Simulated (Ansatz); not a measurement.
NbC2:
```cif
data_C2Nb
_chemical_formula_sum 'Nb1 C2'
_space_group_name_H-M_alt 'P 1'
_space_group_IT_number 1
_cell_length_a 3.68378
_cell_length_b 3.68378
_cell_length_c 3.68378
_cell_angle_alpha 129.255
_cell_angle_beta 129.255
_cell_angle_gamma 74.600
loop_
_space_group_symop_operation_xyz
  'x, y, z'
loop_
_atom_site_label
_atom_site_type_symbol
_atom_site_fract_x
_atom_site_fract_y
_atom_site_fract_z
_atom_site_occupancy
Nb1 Nb 0.00000 0.00000 0.00000 1
C1 C 0.61664 0.61664 0.00000 1
C2 C 0.38336 0.38336 0.00000 1
```

Relaxed with PBEsol.

Problem. Decompose the optical modes at the zone centre into irreducible representations, and say which are infrared and Raman allowed.

Solution. Point group 4/mmm: Γ_opt = A1g + A2u + Eg + Eu. Infrared: A2u, Eu. Raman: A1g, Eg.

Problem. Assign frequencies (DFPT, plane-wave PAW PBEsol (Ansatz code)).

Solution. A2u 318, Eu 392, Eg 477, A1g 1393 cm⁻¹.

Space group I4/mmm (MoSi2 or CaC2 type). The start of the workflow was typed in or built on a structure type; neither database checked (COD, Materials Project) lists it. Its standing as an ambient phase is unchecked. The cell was relaxed with PBEsol under the symmetry of its start; whether a distortion lowers the energy is not shown. No spin polarisation was allowed. The volume moved by -30 % from the start of the relaxation. Its formation energy is positive at this level, so the cell may be metastable or incomplete. As this level gives no gap, phonon frequencies hold no LO–TO term and depend on the k-mesh and smearing (Fermi–Dirac, 0.1 eV here).

Potentials: the later of the program's two PAW sets.
